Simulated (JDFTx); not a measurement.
System: Ag(111) (Fm-3m bulk; lattice of mp-124, not re-optimised at this level), 1x1 cell of 3 atoms in 3 planes, area 7.29 Å² a face, 4.8 Å between the outermost planes in a cell 20.7 Å high; k mesh 8×8×1, Fermi width 0.01 Ha, no spin polarisation.

Method: PBE, GBRV ultrasoft potentials, plane waves to 20/100 Ha, in JDFTx (a modified build). Liquid on both sides: linear PCM (GLSSA13), water, 0.5 M KF; nuclei fixed. 

Charging data:

```csv
U − U_pzc (V),σ (μC/cm²)
-0.88,-11.85
-0.68,-9.35
-0.13,-1.83
0.00,0.00
0.26,4.00
0.32,5.11
0.72,12.19
```

Worked example: a check of Lippmann's equation. The grand free energy per area against the neutral slab, Δγ = [F(N) − F(N₀) − μ(N − N₀)]/2A, is taken from the total energies of the same runs.

```tsv
U − U_pzc (V)	Δγ (mJ/m²)
-0.88	-53.7
-0.68	-32.5
-0.13	-1.2
0.00	0.0
0.26	-5.0
0.32	-8.1
0.72	-42.4
```

Δγ is largest at zero charge and falls away from it, as dγ/dU = −σ demands. At -0.88 V the computed -53.7 mJ/m² stands beside -51.9 mJ/m² from the constant-capacitance formula.
